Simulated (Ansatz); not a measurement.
YCu$_{5}$ in space group P6/mmm (No. 191; Cu on 3g, Cu on 2c, Y on 1a) at seven volumes, plane-wave PAW r²SCAN (Ansatz code), shape and atoms relaxed at each. One row is withheld.

```tsv
V (Å³/atom)	P (GPa)
13.234	14.40
13.670	8.77
14.107	4.02
14.543	0.00
14.979	-3.39
15.415	?
15.852	-8.65
```

Question: Fit the shown pressures and predict the withheld one.

Answer: P = (3/2)B₀(x^(7/2) − x^(5/2))[1 + (3/4)(B′ − 4)(x − 1)] with x = (V₀/V)^(2/3). Least squares on the six rows gives V₀ = 14.543 Å³/atom, B₀ = 123 GPa, B′ = 4.64. At V = 15.415, x = 0.9619 and P = -6.26 GPa. The run itself gave -6.24 GPa.

The workflow started from an entry of the Crystallography Open Database (COD). Whether it is the stable phase at ambient conditions was not checked. The r²SCAN relaxation kept the symmetry of its start; whether a distortion lowers the energy is not shown. No spin polarisation was allowed.

Potentials: the later of the program's two PAW sets.
